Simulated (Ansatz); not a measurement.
Ansatz (a quantum-chemistry and plane-wave program) input:

Ansatz 0.2 input:
```yaml
crystal:
  lattice:
    - [0.0, 3.0394751068, 3.0394751068]
    - [3.0394751068, 0.0, 3.0394751068]
    - [3.0394751068, 3.0394751068, 0.0]
  atoms:
    - { symbol: Cu, position: [0.75, 0.75, 0.75] }
    - { symbol: I, position: [0.0, 0.0, 0.0] }
kpoints:
  mp_grid: { grid: [8, 8, 8] }
basis: { xc_grid: 2 }
hamiltonian:
  xc: pbe
  pseudopotentials: { kind: paw }
scf:
  occupations: { method: fixed }
checkpoint: { read: static.run }
output: { write_density: true, elf: true, volumetric_format: npy }
```

Output (shortened):

```
Pseudopotential: Cu, paw, valence charge 19
Pseudopotential: I, paw, valence charge 17
Functional definition: PBE
Crystal: 2 atoms, lattice volume = 56.160 Å³
Basis set: ecut = 420 eV, 1067 PW (Γ), exchange–correlation on 60×60×60 points (8 copies of the dense FFT grid, shifted against one another)
Bands: 22, of which v1, the nominal top of the filled ones, is band 18 counted from 1 (17 counted from 0)
Symmetry: 24 space group operations
Space group: F-43m (ITA 216), of the structure as read, at distance tolerance 3.8e-5 Å
k-points: 29 of 512 (time reversal used)
Stability of the state it starts from, as read at its close in the unpolarized treatment …
iter 1 solved again at ethr=6.21e-7 eV; its pass at ethr=3.10e-3 eV (dr2=2.23e-4 eV) is discarded
SCF iter   1: F=—  HF=-14138.366307 eV  |F-HF|=—  |Δ(HF+E_count)|=         —  Δρ=3.13e-6  dr2=2.85e-9  ethr=6.21e-7  ⟨swp⟩=3.1  Hψ=4109  notcnv=0  defer=53
preconditioner: auto → none
SCF iter   2: F=—  HF=-14138.366306 eV  |F-HF|=—  |Δ(HF+E_count)|=   1.08e-6  Δρ=6.61e-6  dr2=1.52e-8  ethr=7.91e-12  ⟨swp⟩=8.9  Hψ=3290  notcnv=0
SCF iter   3: F=-14138.366306 eV  HF=-14138.366306 eV  |F-HF|=8.19e-10  |Δ(HF+E_count)|=   3.50e-9  Δρ=1.50e-6  dr2=7.04e-10  ethr=7.91e-12  ⟨swp⟩=1.0  Hψ=1893  notcnv=0
SCF 1 converged in 3 iterations: F = -14138.366306 eV  dr2 = 7.04e-10
SCF converged after 3 iterations
Free energy (F): -14138.366306 eV
Harris-Foulkes:  -14138.366306 eV  (|F-HF|=8.19e-10)
Internal energy: -14138.366306 eV  (E = F + TS)
E sigma→0 (E₀):  -14138.366306 eV
Fermi energy:    8.042138 eV
--- Per-component energies (eV) ---
  E_band       = -870.609213
  E_kinetic    = 489.307085
  E_local      = -7641.280349  (includes V_loc(G=0)·N_el)
  E_nonlocal   = 313.761045
  E_hartree    = 3550.710598
  E_xc         = -215.157941
  E_vxc        = -240.933115  (∫ρ·V_xc dr)
  E_paw        = -6492.475345  (= ΣΔE_a)
  E_vpaw       = -892.887550  (= ΣTr[D̂ρ^β])
  E_aug_tail   = 0.000264  (compensation charges beyond the density's cutoff)
  E_ewald      = -4143.231662
  E_smearing   =  0.000000  (= −TS)
  E_closure    =  0.000000  (closes the sum)
  Σ components = -14138.366306   (vs F -14138.366306, Δ=0.00e0)
  [band-id]    e_kinetic+e_local+e_nonlocal+2·e_hartree+e_vxc+e_vpaw+e_augmentation_tail = -870.611426   (vs E_band -870.609213, Δ=-2.21e-3)
--- Band table (eV; the first three rows and the last of 29) ---
  k-point 0: bands = ["-103.4086", "-60.8228", "-60.8228", "-60.8228", "-37.6844", "-37.6844", "-37.6844", "-37.6799", "-37.6799", "-5.9465", "4.4255", "4.4255", "4.4255", "6.2255", "6.2255", "8.0421", "8.0421", "8.0421", "9.1431", "12.9263", "12.9263", "12.9263"]
  k-point 1: bands = ["-103.4086", "-60.8228", "-60.8228", "-60.8228", "-37.6844", "-37.6844", "-37.6844", "-37.6799", "-37.6799", "-5.8754", "4.1279", "4.4306", "4.4306", "6.2194", "6.2194", "7.4320", "7.9287", "7.9287", "9.8338", "12.8274", "13.1419", "13.1419"]
  k-point 2: bands = ["-103.4086", "-60.8228", "-60.8228", "-60.8228", "-37.6844", "-37.6843", "-37.6843", "-37.6798", "-37.6798", "-5.6934", "3.4279", "4.4400", "4.4400", "6.2167", "6.2167", "6.7927", "7.6784", "7.6784", "10.2828", "13.4769", "13.4769", "13.4955"]
  k-point 28: bands = ["-103.4086", "-60.8228", "-60.8228", "-60.8228", "-37.6844", "-37.6843", "-37.6839", "-37.6799", "-37.6797", "-5.2187", "2.9576", "3.5443", "4.2177", "6.1640", "6.1794", "6.3074", "6.4726", "6.8102", "12.4981", "12.6964", "14.0455", "14.4311"]
```

Cost: around 2.7 core-seconds (rough) on shared cores.

Symmetry was held in the PBE relaxation; phonons on a q-mesh show no instability. The run is not spin-polarised. Spin–orbit coupling is left out wherever it is not named.

Potentials: the later of the program's two PAW sets.

Ansatz is a plane-wave DFT program.
